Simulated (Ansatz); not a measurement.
# Does this entry for K₂HgC₄N₄ lie near equilibrium?

The cell is an entry of the Crystallography Open Database (COD).

Space group Fd-3m:1 (No. 227); a = 12.7600 Å.

| site | Wyckoff | site symmetry | x | y | z |
| --- | --- | --- | --- | --- | --- |
| K | 16c | .-3m | 0.6250 | 0.6250 | 0.1250 |
| Hg | 8b | -43m | 0.0000 | 0.0000 | 0.5000 |
| C | 32e | .3m | 0.3400 | 0.3400 | 0.8400 |
| N | 32e | .3m | 0.4000 | 0.4000 | 0.9000 |

One atom of each set is listed; the run and its k-mesh use a cell of 22 atoms with edges of 9.02, 9.02, 9.02 Å.

Level of theory: DFT, PBE, plane waves and PAW, scalar-relativistic, 420 eV cutoff, Γ-centred 5×5×5 k-points, Fermi–Dirac smearing 0.05 eV (Ansatz 0.2.0).

(1) Do the atoms and the cell lie near the calculated equilibrium?

Answers

(1) No. The largest force is 13 eV/Å, on atom 8 (C: 1 N at 1.33 Å, 1 Hg at 1.99 Å, angle 180°), and the pressure is -6.1 GPa. Such values can come from imprecise or misplaced coordinates, missing atoms or a wrong setting of the space group; the run alone doesn't tell which, and gradients calculated on this entry can't be taken for those of the compound at ambient conditions.
